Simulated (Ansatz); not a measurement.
Input:

MgO:
```xyz
2
Lattice="0.0000 2.0803 2.0803 2.0803 0.0000 2.0803 2.0803 2.0803 0.0000" Properties=species:S:1:pos:R:3 pbc="T T T"
Mg     0.0000     0.0000     0.0000
O      2.0803     2.0803     2.0803
```

This is the LDA-relaxed structure.

Problem. All from LDA in the plane-wave PAW code Ansatz, unless another level is named. Estimate the hole effective mass, band 3 of 3 at the edge.

Solution. 0.40 along [100], 0.35 along [110], 0.34 along [111] (mₑ).

Problem. What about the valence-band maximum?

Solution. at Γ.

Problem. Give the weight of the conduction-edge state by species (Voronoi cells).

Solution. O 51 %, Mg 49 %.

Space group Fm-3m (rock salt). The cell was relaxed with LDA under the symmetry of its start; phonons on a q-mesh show no instability.

Potentials: the earlier of the program's two PAW sets.

Edges and masses are those of Kohn–Sham bands, whose gap is no quasiparticle gap.
